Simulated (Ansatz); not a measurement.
The elements of this relaxed trial crystal are hidden behind letters.

```
lattice vectors (Å)
   4.4810    0.0000    0.0000
  -2.2405    3.8807    0.0000
   0.0000    0.0000   10.9911
fractional positions
X 0.0000 0.0000 0.0002
X 0.3333 0.6667 0.6790
X 0.6667 0.3333 0.3200
Z 0.3333 0.6667 0.4182
Q 0.0000 0.0000 0.7559
Q 0.6667 0.3333 0.0768
```

The calculation used Ansatz 0.2.0, DFT PBE, scalar-relativistic, plane waves, PAW. Plane waves to 420 eV, a 12×12×4 mesh through Γ for the 6-atom cell and 0.10 eV Gaussian smearing; no spin polarisation.

```
Space group                                : P3m1 (No. 156)
Conventional cell                          : a = 4.481 Å, c = 10.991 Å
Volume per atom                            : 31.85 Å³
Density                                    : 5.35 g/cm³
Energy over the elements                   : −0.18 eV/atom
Gap on the 12×12×4 mesh of the 6-atom cell : 0 eV (the bands meet within 0.015 eV)
```

Energies are uncorrected and count from the elements' standard states at the same level.

Question: X is a p-block element of period 5, Z is a p-block element of period 5 and Q is a p-block element of period 4. Which elements are they?

Answer: X = In, Z = Sb, Q = As, so the formula is In3SbAs2. Density times volume gives a mean mass of 5.35 × 31.85/1.6605 = 102.6 u per atom, and this set has 102.7 u. Around In on its first site lie 4 As at 2.69–2.72 Å; Sb is surrounded by 4 In at 2.80–2.87 Å; As on its first site is surrounded by 4 In at 2.69–2.72 Å; 3 more sites not described. Other sets within the hints have nearly the same mass, so mass alone doesn't settle it; this one was computed.

These runs have no spin–orbit coupling, which can matter for Sb. The zero gap may come from the functional, which often closes small gaps. A structure relaxed within its symmetry needn't be a true minimum.
